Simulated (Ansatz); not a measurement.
BAs in space group P6_222 (No. 180; B on 3d, As on 3c), DFT-PBEsol in the program Ansatz with PAW potentials. The conduction-band minimum lies at M, with 3 equivalent valleys. Second derivatives d²E/dk² of the lowest band at one valley (eV·Å²), along Cartesian directions:

```
direction  d²E/dk²
---------  -------
[100]        23.62
[010]        24.28
[001]        39.68
[110]        23.95
[101]        31.67
[011]        31.80
```

Find the principal effective masses, the density-of-states mass and the conductivity mass.

Off-diagonal terms follow from H_xy = H[110] − (H_xx + H_yy)/2, and m*/mₑ = 7.620 eV·Å² over each eigenvalue: 0.19, 0.31, 0.32. One valley's DOS mass (m₁m₂m₃)^(1/3) = 0.27, conductivity mass 3/(Σ 1/mᵢ) = 0.26 mₑ.

What effective density of states Nc follows at 300 K for parabolic valleys?

Nc = 2.509e19 × 3 × (0.27)^(3/2) ≈ 1.1e19 cm⁻³.

With the computed static dielectric constant 16.1 (mean of the diagonal), estimate a hydrogenic donor's binding energy and radius.

E = 13.606 eV × 0.26/16.1² ≈ 14 meV; a = 0.529 Å × ε/m* ≈ 33 Å. Semilocal masses tend to be too small when the gap is underestimated.

The start of the workflow was typed in or built on a structure type; neither database checked (COD, Materials Project) lists it. It is not the phase usual at ambient conditions (space group No. 216). The cell was relaxed with PBEsol under the symmetry of its start; its stability against distortions is not shown here. Its formation energy is positive at this level, so the cell may be metastable or incomplete. Scalar-relativistic: spin–orbit coupling is off unless named, which matters more the heavier the elements.

Potentials: the earlier of the program's two PAW sets. The files were generated under PBE; for other functionals the program regenerates the frozen cores, and for LDA and PBEsol the local potential too.
